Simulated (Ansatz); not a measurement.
CsPH2O4:
```xyz
16
Lattice="4.8898 0.0000 0.0000 0.0000 6.2765 0.0000 -2.0488 0.0000 7.5767" Properties=species:S:1:pos:R:3 pbc="T T T"
Cs    -0.1534     1.3763     5.5544
Cs     2.9944     4.5146     2.0222
H      0.0975     6.1510     0.1474
H      2.7435     3.0127     7.4293
H      2.5908     1.4119     2.6387
H      0.2502     4.5502     4.9380
P      0.4998     1.4374     1.7852
P      2.3412     4.5757     5.7915
O      0.7556     0.1095     0.9701
O      2.0854     3.2478     6.6066
O      0.7306     2.6646     0.8974
O      2.1104     5.8028     6.6793
O     -1.2092     4.5479     5.0837
O      4.0502     1.4097     2.4930
O      1.5953     1.4041     2.9222
O      1.2457     4.5423     4.6545
```

Relaxed with PBEsol.

Problem. Give the optical modes at the zone centre with their infrared activity from DFPT, plane-wave PAW PBEsol (Ansatz code).

Solution. Transverse frequencies, without the LO–TO term; a row sums one degenerate level.

```tsv
ω (cm⁻¹)	degeneracy	IR ((D/Å)²/amu)	activity
33	1	0.01	IR
43	1	0.00	IR-inactive
47	1	0.02	IR
51	1	0.01	IR-inactive
51	1	0.00	IR-inactive
64	1	0.67	IR
70	1	0.01	IR
71	1	1.31	IR
82	1	1.90	IR
88	1	0.94	IR
102	1	0.09	IR
117	1	0.42	IR
133	1	1.05	IR
225	1	1.08	IR
233	1	8.11	IR
345	1	0.00	IR-inactive
372	1	1.39	IR
373	1	2.23	IR
425	1	3.07	IR
445	1	10.21	IR
479	1	6.40	IR
508	1	10.00	IR
529	1	0.00	IR-inactive
557	1	0.67	IR
559	1	0.67	IR
886	1	0.16	IR
911	1	11.62	IR
925	1	39.95	IR
939	1	32.82	IR
950	1	0.12	IR
952	1	0.19	IR
972	1	2.11	IR
1052	1	22.64	IR
1062	1	2.08	IR
1088	1	13.88	IR
1094	1	33.65	IR
1108	1	1.69	IR
1196	1	7.72	IR
1204	1	0.17	IR
1273	1	3.65	IR
1323	1	1.55	IR
1893	1	35.77	IR
2081	1	188.85	IR
2521	1	193.59	IR
2527	1	0.00	IR-inactive
```

Problem. How high does the top mode go among those that the LO–TO term moves?

Solution. 2673 cm⁻¹ for q along x, 1933 cm⁻¹ for q along y, 2523 cm⁻¹ for q along z.

Space group P2_1. The first step of the workflow began from a Materials Project structure, measured or hypothetical; the Crystallography Open Database files this formula in space group No. 4, but the cells were not matched. Its standing as an ambient phase is unchecked. The PBEsol relaxation kept the symmetry of its start; of distortions, only those at the zone centre were tested. Scalar-relativistic: spin–orbit coupling is off unless named, which matters more the heavier the elements.

Potentials: the later of the program's two PAW sets.
